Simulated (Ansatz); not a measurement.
An Ansatz (a quantum-chemistry and plane-wave program) run. Input:

Ansatz 0.2 input:
```yaml
crystal:
  lattice:
    - [6.8218743301, 3.9386109809, 4.9574686886]
    - [-6.8218743301, 3.9386109809, 4.9574686886]
    - [0.0, -7.8772219617, 4.9574686886]
  atoms:
    - { symbol: Si, position: [0.332985027, 0.1044895438, 0.875683367] }
    - { symbol: Si, position: [0.667014973, 0.8955104562, 0.124316633] }
    - { symbol: Si, position: [0.875683367, 0.332985027, 0.1044895438] }
    - { symbol: Si, position: [0.124316633, 0.667014973, 0.8955104562] }
    - { symbol: Si, position: [0.1044895438, 0.875683367, 0.332985027] }
    - { symbol: Si, position: [0.8955104562, 0.124316633, 0.667014973] }
    - { symbol: Si, position: [0.124316633, 0.8955104562, 0.667014973] }
    - { symbol: Si, position: [0.875683367, 0.1044895438, 0.332985027] }
    - { symbol: Si, position: [0.8955104562, 0.667014973, 0.124316633] }
    - { symbol: Si, position: [0.1044895438, 0.332985027, 0.875683367] }
    - { symbol: Si, position: [0.667014973, 0.124316633, 0.8955104562] }
    - { symbol: Si, position: [0.332985027, 0.875683367, 0.1044895438] }
    - { symbol: O, position: [0.2629121166, 0.0, 0.7370878834] }
    - { symbol: O, position: [0.7370878834, 0.0, 0.2629121166] }
    - { symbol: O, position: [0.7370878834, 0.2629121166, 0.0] }
    - { symbol: O, position: [0.2629121166, 0.7370878834, 0.0] }
    - { symbol: O, position: [0.0, 0.7370878834, 0.2629121166] }
    - { symbol: O, position: [0.0, 0.2629121166, 0.7370878834] }
    - { symbol: O, position: [0.6799583757, 0.9771722203, 0.9771722203] }
    - { symbol: O, position: [0.3200416243, 0.0228277797, 0.0228277797] }
    - { symbol: O, position: [0.9771722203, 0.6799583757, 0.9771722203] }
    - { symbol: O, position: [0.0228277797, 0.3200416243, 0.0228277797] }
    - { symbol: O, position: [0.9771722203, 0.9771722203, 0.6799583757] }
    - { symbol: O, position: [0.0228277797, 0.0228277797, 0.3200416243] }
    - { symbol: O, position: [0.2509623485, 0.890947453, 0.2509623485] }
    - { symbol: O, position: [0.7490376515, 0.109052547, 0.7490376515] }
    - { symbol: O, position: [0.2509623485, 0.2509623485, 0.890947453] }
    - { symbol: O, position: [0.7490376515, 0.7490376515, 0.109052547] }
    - { symbol: O, position: [0.890947453, 0.2509623485, 0.2509623485] }
    - { symbol: O, position: [0.109052547, 0.7490376515, 0.7490376515] }
    - { symbol: O, position: [0.5, 0.8515912551, 0.1484087449] }
    - { symbol: O, position: [0.5, 0.1484087449, 0.8515912551] }
    - { symbol: O, position: [0.1484087449, 0.5, 0.8515912551] }
    - { symbol: O, position: [0.8515912551, 0.5, 0.1484087449] }
    - { symbol: O, position: [0.8515912551, 0.1484087449, 0.5] }
    - { symbol: O, position: [0.1484087449, 0.8515912551, 0.5] }
kpoints:
  mp_grid: { grid: [2, 2, 2] }
hamiltonian:
  xc: hse06
  pseudopotentials: { kind: paw }
scf:
  n_extra_bands: 36
  occupations: { method: fixed }
output:
  eigenvalues: true
  eigenstates:
    e_range: [-9.0, 16.7]
    kpoints:
      - [0.5, 0.5, 0.5]  # VBM
      - [0.0, 0.0, 0.0]  # CBM
      - [0.0, 0.0, 0.0]  # GAMMA
      - [0.5, -0.5, 0.5]  # T
      - [0.4307144553, -0.5692855447, 0.4307144553]  # P_0
      - [0.4307144553, 0.4307144553, 0.4307144553]  # P_2
      - [0.5, 0.0, 0.0]  # L
      - [0.5, -0.5, 0.0]  # F
```

Output (shortened):

```
Pseudopotentials: kind: paw
Pseudopotential: Si, paw, valence charge 4
Pseudopotential: O, paw, valence charge 6
Functional definition: HSE06
davidson cushion auto → on  (no smearing: the cushion is to keep the highest requested band from converging to the state above it …
Crystal: 36 atoms, lattice volume = 799.205 Å³
Basis set: ecut = 420 eV, 15653 PW (Γ)
Bands: 132, of which v1, the nominal top of the filled ones, is band 96 counted from 1 (95 counted from 0)
Symmetry: 12 space group operations
Space group: R-3m (ITA 166), of the structure as read, at distance tolerance 9.3e-5 Å
k-points: 4 of 8
PAW frozen core: Si, regenerated for the run's functional, and the local potential with it
PAW frozen core: O, regenerated for the run's functional, and the local potential with it
Initial wavefunctions: pseudopotential atomic-orbital guess
Eigensolver: davidson
Functional: x = pbe(κ = 0.804, μ = 0.2195149727645171), c = pbe(β = 0.06672455060314922), warm-up for x = pbe(κ = 0.804, μ = 0.2195149727645171) + 0.25 (exact − pbe) at short range (hse, ω = 0.20786987370883472 Å⁻¹), c = pbe(β = 0.06672455060314922); HSE06 as …
SCF 1 stopped early in 3 iterations: F = -21288.793527 eV  dr2 = 1.02e-3
Crystal: 36 atoms, lattice volume = 799.205 Å³
Initial density: handed on by an earlier stage of this run
Initial wavefunctions: those handed on with the density
Functional: x = pbe(κ = 0.804, μ = 0.2195149727645171) + 0.25 (exact − pbe) at short range (hse, ω = 0.20786987370883472 Å⁻¹), c = pbe(β = 0.06672455060314922); HSE06 as pw.x's `hse` composes it (authors' and Libxc's form: `xc: wpbeh`)
Exchange kernel: α = 0.2500, screened, ω = 0.2079 Å⁻¹, Wigner–Seitz truncation, v(0) = 1043.5951 eV·Å³, q-mesh 2×2×2, nearest image of the exchange supercell L …
Frozen-core exchange: fock
SCF 2 stopped early in 6 iterations: F = -21292.898909 eV  dr2 = 1.02e-5
hybrid outer 1: dexx = +6.733e-2 eV, tail = 1.09e-4 eV
Crystal: 36 atoms, lattice volume = 799.205 Å³
Exchange kernel: α = 0.2500, screened, ω = 0.2079 Å⁻¹, Wigner–Seitz truncation, v(0) = 1043.5951 eV·Å³, q-mesh 2×2×2, nearest image of the exchange supercell L …
Frozen-core exchange: fock
SCF 3 converged in 4 iterations: F = -21292.899279 eV  dr2 = 9.09e-8
hybrid outer 2: dexx = +1.204e-6 eV, tail = 2.12e-7 eV, Δε = 1.59e-3 eV (about 8.42e-5 eV left of the loop's levels)
the search or the solves at the SCF's close seem to have found levels that the self-consistency loop had missed (the run counts 2) …
hybrid SCF converged: 2 outer / 10 inner (+3 warm-up), last move |dexx| = 1.20e-6 eV, tail = 2.12e-7 eV
Stability not checked (fock_operator)
Free energy (F): -21292.899279 eV
Frozen-core exchange: fock
Harris-Foulkes:  -21292.899279 eV  (|F-HF|=6.61e-8)
Internal energy: -21292.899279 eV  (E = F + TS)
E sigma→0 (E₀):  -21292.899279 eV
Fermi energy:    -3.293709 eV
--- Per-component energies (eV) ---
  E_band       = -2029.632850
  E_kinetic    = 4850.148094
  E_local      = -24581.391666  (includes V_loc(G=0)·N_el)
  E_nonlocal   = 1406.405934
  E_hartree    = 10211.955834
  E_xc         = -1969.733370
  E_vxc        = -2268.443767  (∫ρ·V_xc dr)
  E_exx        = -552.243064  (= α·E_x^exact, valence–valence)
  E_paw        = -9908.174564  (= ΣΔE_a)
  E_vpaw       = -755.809989  (= ΣTr[D̂ρ^β])
  E_aug_tail   = 0.061849  (compensation charges beyond the density's cutoff)
  E_ewald      = -748.579092
  E_core_change = -1.349233  (= ΣΔE_core)
  E_smearing   =  0.000000  (= −TS)
  E_closure    = 0.000000  (closes the sum)
  Σ components = -21292.899279   (vs F -21292.899279, Δ=0.00e0)
--- Band table (eV) ---
  k-point 0: bands = ["-24.1146", "-23.6049", "-23.6049", "-23.4448", "-23.4448", "-23.1475", "-23.1339", "-22.9089", "-22.9089", "-22.7021", "-22.7021", "-22.0212", "-22.0075", "-21.9956", "-21.9919", "-21.9919", "-21.9791", "-21.9791", "-21.9719", …
  k-point 1: bands = ["-24.0258", "-23.8551", "-23.5204", "-23.4446", "-23.2956", "-23.2937", "-23.0262", "-23.0107", "-22.9091", "-22.8138", "-22.3565", "-22.1329", "-22.0130", "-22.0092", "-22.0016", "-21.9969", "-21.9900", "-21.9799", "-21.9750", …
  k-point 2: bands = ["-23.9087", "-23.8788", "-23.7412", "-23.3987", "-23.3291", "-23.1850", "-23.1621", "-23.0023", "-22.8880", "-22.5259", "-22.3445", "-22.3183", "-22.0203", "-22.0022", "-21.9987", "-21.9986", "-21.9861", "-21.9851", "-21.9780", …
  k-point 3: bands = ["-23.8332", "-23.8332", "-23.6911", "-23.6550", "-23.3991", "-23.3991", "-22.8872", "-22.8872", "-22.6185", "-22.5887", "-22.4485", "-22.4485", "-22.0293", "-21.9984", "-21.9925", "-21.9925", "-21.9820", "-21.9820", "-21.9812", …
  band table: 132 of 132 bands, residual norms ≤ 1.0e-3 eV
```

Cost: around 50 core-minutes (rough) on shared cores.

The points marked VBM and CBM come from a semilocal run.

The workflow started from a Materials Project entry (that database holds measured and hypothetical structures alike); the Crystallography Open Database copy checked does not list it. It is not the phase usual at ambient conditions (space group No. 92, 152, 154). Symmetry was held in the PBEsol relaxation; its stability against distortions is not shown here.

Potentials: the later of the program's two PAW sets.

Ansatz is a plane-wave DFT program.
